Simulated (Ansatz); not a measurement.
## La7Cu4Sn16 with scf.occupations.width changed

All numbers are calculated (PBEsol, no spin polarisation, no spin-orbit coupling; Ansatz, PAW set soft_2, 420 eV, k-mesh 3×3×3), not measured. These are the settings of the reference run.

Cell:

```
cell
1.0
     0.0000   -8.9732    0.0000
     0.0000   -2.2433    9.0291
    -8.9089   -4.4866    0.0000
Cu La Sn
4 7 16
Direct
  0.4028 0.3854 0.4995
  0.9049 0.3791 0.4993
  0.1578 0.3748 0.9964
  0.6546 0.3749 0.0030
  0.7969 0.8085 0.4997
  0.0427 0.8052 0.0115
  0.5547 0.8050 0.9872
  0.8175 0.2256 0.2495
  0.3187 0.2295 0.2483
  0.5677 0.2253 0.7492
  0.0678 0.2292 0.7507
  0.6081 0.5496 0.4997
  0.1156 0.5502 0.4997
  0.3675 0.5332 0.9976
  0.8657 0.5335 0.0011
  0.4881 0.5407 0.2501
  0.9918 0.5253 0.2505
  0.2390 0.5403 0.7491
  0.7434 0.5247 0.7485
  0.4708 0.1034 0.4992
  0.9796 0.0989 0.4994
  0.2262 0.0929 0.0006
  0.7268 0.0931 0.9988
  0.6251 0.8940 0.2584
  0.1701 0.8904 0.2588
  0.3838 0.8947 0.7405
  0.9293 0.8909 0.7405
```

The reference run of this cell is solved again as a single point with these keys changed:

| key | reference run | changed run |
| --- | --- | --- |
| scf.occupations.width | 0.05 | 0.025 |

**Question.** Does this change matter?

**Answer.** 

```
                                    quantity  reference run  changed run
energy, changed less reference (meV an atom)              0          0.1
                        largest force (eV/Å)           0.03         0.03
                        gap on the mesh (eV)           0.00         0.00
```

The results hardly move, so this setting matters little here. It took 12 iterations from the trained starting density.

Caveats: a single point, atoms not relaxed again.
